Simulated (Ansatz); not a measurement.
TaSi₄W: relaxed-ion elastic tensor

Theory: DFT PBE, scalar-relativistic, plane waves, PAW (Ansatz 0.2.0). Plane waves to 420 eV; Γ-centred k mesh 10×10×2; Gaussian smearing of 0.10 eV. No spin polarisation.

The cell, relaxed at this level:
```
CELL_PARAMETERS angstrom
3.25188 0.00000 0.00000
0.00000 3.25188 0.00000
0.00000 0.00000 16.09810
ATOMIC_POSITIONS crystal
Ta 0.00000 0.50000 0.87216
Ta 0.50000 0.00000 0.12784
Si 0.50000 0.00000 0.95885
Si 0.50000 0.00000 0.78714
Si 0.00000 0.50000 0.04115
Si 0.00000 0.50000 0.21286
Si 0.00000 0.50000 0.70409
Si 0.00000 0.50000 0.54136
Si 0.50000 0.00000 0.29591
Si 0.50000 0.00000 0.45864
W 0.50000 0.00000 0.62186
W 0.00000 0.50000 0.37814
```

The structure comes from a proposed guess, relaxed at this level; another structure or a mixture of phases may lie lower. In a metal, frequencies and elastic constants depend on the k mesh and the smearing, soft modes and shear constants most. Spin–orbit coupling is left out, which matters for heavy elements.

Question: Give the relaxed-ion elastic constants (GPa, Voigt order xx yy zz yz xz xy, on the Cartesian axes of the cell above).

Answer:
C11 = 329.3, C12 = 137.1, C13 = 100.5, C22 = 329.3, C23 = 100.5, C33 = 457.5, C44 = 196.5, C55 = 196.5, C66 = 187.2 GPa; the others vanish.

Question: Is the crystal stable against homogeneous strain?

Answer: Yes: the least eigenvalue of the tensor is 187.2 GPa.

Question: And the moduli of a polycrystal (Hill averages)?

Answer: B = 198 GPa, G = 162 GPa, E = 382 GPa, ν = 0.18.
